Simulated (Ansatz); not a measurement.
**Calculated quadrupolar parameters for Bi2Se3**

The cell is an entry of the Crystallography Open Database (COD), taken as it stands.

```yaml
crystal:
  lattice:
    - [1.96496, 1.13447, 9.14266]
    - [-1.96496, 1.13447, 9.14266]
    - [0.00000, -2.26894, 9.14266]
  atoms:
    - { symbol: Bi, position: [0.60100, 0.60100, 0.60100] }
    - { symbol: Bi, position: [0.39900, 0.39900, 0.39900] }
    - { symbol: Se, position: [0.79400, 0.79400, 0.79400] }
    - { symbol: Se, position: [0.20600, 0.20600, 0.20600] }
    - { symbol: Se, position: [0.00000, 0.00000, 0.00000] }
```

Atoms are numbered from 1 in the order listed; like atoms form one site, named after its first atom.

The numbers come from a DFT calculation in Ansatz (PBE, plane waves and PAW, scalar-relativistic, 420 eV cutoff, Γ-centred 13×13×13 k-points, Fermi–Dirac smearing 0.02 eV).

Conventions: |V_zz| ≥ |V_yy| ≥ |V_xx|, η = (V_xx − V_yy)/V_zz, C_Q = eQV_zz/h.

209Bi: I = 9/2, Q = -516.0 mb. Q values from Pyykkö, Mol. Phys. 116, 1328 (2018).

```tsv
site	atoms (order as listed)	first shell	V_zz (10²¹ V/m²)	η	C_Q (MHz)
Bi	1, 2	6 Se at 2.83–2.90 Å	1.67	0.00	-20.8
Se3	3, 4	3 Bi at 2.83 Å	7.03	0.00	–
Se5	5	6 Bi at 2.90 Å	5.71	0.00	–
```

An axis of threefold or higher order runs through Bi, Se3 and Se5, so V_zz lies along it and η is zero.

Se has no stable isotope with a ground-state quadrupole moment in the table, so no C_Q is given.

At this cell the PBE pressure is 12 GPa, so with PBE the cell would grow if it were relaxed. The entry's cell may itself be off. The largest force is 1.2 eV/Å, so the atoms aren't at the calculated equilibrium and relaxing them would move these values. With no gap above 0.1 eV, as in a metal, the gradients converge slowly in k; expect changes of a tenth or more on a denser mesh. Spin–orbit coupling is left out, which shifts gradients on Bi by a few per cent in wide-gap crystals, and can shift them far more where the calculated gap is small or absent, as here. Semilocal functionals make gaps too small and can close them, so the real compound need not be a metal.
